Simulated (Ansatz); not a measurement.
Values for one crystal, relaxed and computed with DFT-r²SCAN in the program Ansatz with PAW potentials; other levels are named.

| Property | Result |
|---|---|
| Volume per atom | 10.73 Å³ |
| Band gap | 2.74 eV (direct) |
| Valence-band maximum | at Γ |
| Debye temperature from the elastic constants | 705 K |
| Formation energy from the elements (no fitted shifts) | -3.29 eV/atom |
| Poisson's ratio | 0.32 |
| Pressure derivative B′ | 5.1 |

Q: Pick the material that matches.
A. ZnO, NiAs type
B. TiO2, Pbca (Ti on 8c, O on 8c, O on 8c)
C. V2O5, Pmmn (V on 4e, O on 2a, O on 4e, O on 4e)
D. K2Sn2O3, I2_13 (K on 8a, Sn on 8a, O on 12b)

A: B, TiO2, Pbca (Ti on 8c, O on 8c, O on 8c)

Symmetry was held in the r²SCAN relaxation. No spin polarisation was allowed. The references are the lowest solids computed at this level, not always the standard phases (solids in place of the gases).

Potentials: the earlier of the program's two PAW sets. The files were generated under PBE; for other functionals the program regenerates the frozen cores, and for LDA and PBEsol the local potential too.
